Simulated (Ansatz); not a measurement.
# MgB2: all-electron results

```
CELL_PARAMETERS angstrom
3.08500 0.00000 0.00000
-1.54250 2.67169 0.00000
0.00000 0.00000 3.52300
ATOMIC_POSITIONS crystal
Mg 0.00000 0.00000 0.00000
B 0.33333 0.66667 0.50000
B 0.66667 0.33333 0.50000
```

Atoms are numbered in the order listed.

The geometry is COD entry 1000026, unchecked; take it as a test cell.

Levels of theory: DFT, LDA, all-electron LAPW, scalar-relativistic (Ansatz 0.2.0); DFT, LDA, PAW with Ansatz's default frozen-core files, scalar-relativistic (Ansatz 0.2.0).

For LAPW: a Γ-centred 15×15×12 k mesh, Fermi–Dirac smearing of 0.05 eV, basis error target 0.5 meV/atom, no spin polarisation. PAW takes a cutoff of 420 eV at this cell (files made with PBE, cores remade for this functional). The Ansatz runs share mesh, smearing and spin set-up. Values come from LAPW unless marked.

| Quantity | Value |
| --- | --- |
| Pressure at this cell | -7.61 GPa |
| Band gap | none: bands cross the Fermi level, a metal |
| Stress xx, yy, zz (compression positive) | -8.47, -8.47, -5.88 GPa |
| Density of states at the Fermi level (0.2 eV bin) | 0.72 states/eV per cell |
| Löwdin charges (with 0.08 e of the cell spilling out of the atomic basis, so their sizes and signs hang on that basis) | Mg1 1.65, B2 -0.78 e |
| Bader charges (from the PAW run) | Mg1 +1.60, B2 -0.80 e |
| Volume per atom | 9.68 Å³ |
